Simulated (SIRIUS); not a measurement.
Worked example: self-consistent single point of Ta₂Si (I4/mcm, 6 atoms in the cell; from Materials Project mp-2783, changed as shown) in SIRIUS.

All values come from this method and carry its errors: LDA (PW92), GBRV LDA ultrasoft pseudopotentials (plane waves; SIRIUS).

The change in words: volume scaled by 1.06. Reference geometry (I4/mcm):
```
CELL_PARAMETERS angstrom
     -3.08777     3.08777     2.52364
      3.08777    -3.08777     2.52364
      3.08777     3.08777    -2.52364
ATOMIC_POSITIONS crystal
  Ta 0.66359 0.83641 0.50000
  Ta 0.33641 0.16359 0.50000
  Ta 0.83641 0.33641 0.17282
  Ta 0.16359 0.66359 0.82718
  Si 0.25000 0.25000 0.00000
  Si 0.75000 0.75000 0.00000
```

Reference input (self-consistent single point, DFT, LDA (PW92), plane waves, GBRV LDA ultrasoft pseudopotentials): parameters.ngridk = 6 6 6; parameters.xc_functionals = [XC_LDA_X, XC_LDA_C_PW]; parameters.gk_cutoff = 6.325 1/bohr; parameters.pw_cutoff = 14.143 1/bohr; parameters.smearing = fermi_dirac; parameters.smearing_width = 0.00367493 Ha; potentials = GBRV LDA ultrasoft pseudopotentials; parameters.electronic_structure_method = pseudopotential; parameters.num_bands = 36; parameters.num_mag_dims = 0; parameters.num_dft_iter = 100; parameters.energy_tol = 1e-07 Ha. This run's input differs from it in these lines:

```diff
@@ -32,7 +32,7 @@
     "lattice_vectors": [
-      [-0.6122212139, 0.6122212139, 0.5003703145],
-      [0.6122212139, -0.6122212139, 0.5003703145],
-      [0.6122212139, 0.6122212139, -0.5003703145]
+      [-0.6122212051, 0.6122212051, 0.5003703311],
+      [0.6122212051, -0.6122212051, 0.5003703311],
+      [0.6122212051, 0.6122212051, -0.5003703311]
     ],
-    "lattice_vectors_scale": 9.530918,
+    "lattice_vectors_scale": 9.717847,
     "atom_coordinate_units": "au",
@@ -45,10 +45,10 @@
       "Ta": [
-        [3.9259250106, 1.9091051766, 4.7689884372],
-        [1.9091051766, 3.9259250106, 0.0],
-        [-1.9091051766, 3.9259250106, 4.7689884372],
-        [7.7441353639, 1.9091051766, -0.0]
+        [4.0029237519, 1.9465482494, 4.8625223214],
+        [1.9465482494, 4.0029237519, 0.0],
+        [-1.9465482494, 4.0029237519, 4.8625223214],
+        [7.8960202507, 1.9465482494, 0.0]
       ],
       "Si": [
-        [0.0, 0.0, 2.3844942186],
-        [0.0, -0.0, 7.1534826557]
+        [0.0, 0.0, 2.4312611607],
+        [0.0, -0.0, 7.2937834821]
       ]
```

Output (repeated stretches shortened):

```
[find] density tolerance         : 1e-06
[find] total energy tolerance    : 1e-07
[find] iter_solver_tol (initial) : 0.01
[find] iter_solver_tol (target)  : 1e-13
[find] num_dft_iter              : 100
Charges and magnetic moments
--------------------------------------------------------------------------------
total charge          : 60.000000
[find] | SCF iteration   0 out of 100|
[diagonalize] iterative solver tolerance (occupied, empty): 0.01 0.01
[diagonalize] average number of iterations: 2
[find] Charges and magnetic moments
[find] total charge          : 60.000000
[find] Energy
[find] smearing (-TS)                 :      -0.00394238
   [... lines left out ...]

[find] Charges and magnetic moments
[find] total charge          : 60.000000
[find] Energy
[find] smearing (-TS)                 :      -0.00443738
[find] Total energy                   :    -293.60393180 (Ha),    -587.20786360 (Ry)
[find] Free energy (E-TS)             :    -293.60836918 (Ha),    -587.21673836 (Ry)
[find] band gap (eV)                  :       0.00000000
[find] Efermi                         :       0.59163004
[find] iteration : 20, RMS (target) : 3.7752e-07 (1.0000e-06) , energy difference (target) : 9.8908e-12 (1.0000e-07)
[find] bands are converged : true
[find] iterative solver converged : true
[find] converged after 21 SCF iterations!
[find] Charges and magnetic moments
[find] total charge          : 60.000000
[find] Energy
[find] smearing (-TS)                 :      -0.00443738
[find] Total energy                   :    -293.60393180 (Ha),    -587.20786360 (Ry)
[find] Free energy (E-TS)             :    -293.60836918 (Ha),    -587.21673836 (Ry)
[find] band gap (eV)                  :       0.00000000
[find] Efermi                         :       0.59163004
[ground_state] === stress tensor components [kbar] ===
[ground_state] === stress_total ===
[ground_state]   201.751712    0.000000   -0.000000
[ground_state]     0.000000  201.751712    0.000000
[ground_state]    -0.000000    0.000000  185.137888
[ground_state] ==== total Forces in Ha/bohr =====
[ground_state] atom:    0, force:      -0.0004036      0.0004036     -0.0000000
[ground_state] atom:    1, force:       0.0004036     -0.0004036      0.0000000
[ground_state] atom:    2, force:      -0.0004036     -0.0004036      0.0000000
[ground_state] atom:    3, force:       0.0004036      0.0004036     -0.0000000
[ground_state] atom:    4, force:      -0.0000000      0.0000000     -0.0000000
[ground_state] atom:    5, force:       0.0000000      0.0000000      0.0000000
```

The run converged in 21 iterations. SIRIUS prints the stress tensor with tension positive. Against the reference run the free energy goes up by 79.2 meV/atom, the pressure goes from -9.13 to -19.62 GPa and the largest force goes from 0.082 to 0.029 eV/Å.

The structure comes from a collection of computed structures, made at another level of theory; the collection holds predicted forms beside known ones. No clean gap shows at this smearing width and mesh (spacing up to 0.26 Å⁻¹); the mesh is coarse for partly filled bands, so the values carry mesh errors.

Cost on one core: around 2.2 core-minutes (rough).
